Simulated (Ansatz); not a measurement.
Given:

MoS$_{2}$:
```xyz
6
Lattice="3.1741 0.0000 0.0000 -1.5870 2.7488 0.0000 0.0000 0.0000 12.4868" Properties=species:S:1:pos:R:3 pbc="T T T"
Mo     0.0000     1.8326     3.1217
Mo     1.5870     0.9163     9.3651
S      0.0000     1.8326     7.8118
S      1.5870     0.9163     1.5684
S      1.5870     0.9163     4.6750
S      0.0000     1.8326    10.9183
```

This is the r²SCAN+D4-relaxed structure.

All from plane-wave PAW r²SCAN+D4 (Ansatz code), unless another level is named. Estimate the gap with spin–orbit coupling.

1.05 eV.

And the HSE06 gap on the r²SCAN+D4 cell?

1.47 eV.

Next, the weight of the valence-edge state by species (Voronoi cells)?

Mo 59 %, S 41 %.

Space group P6_3/mmc. The r²SCAN+D4 relaxation kept the symmetry of its start; phonons on a q-mesh show no instability. The run is not spin-polarised. Scalar-relativistic: spin–orbit coupling is off unless named, which matters more the heavier the elements.

Potentials: the later of the program's two PAW sets.
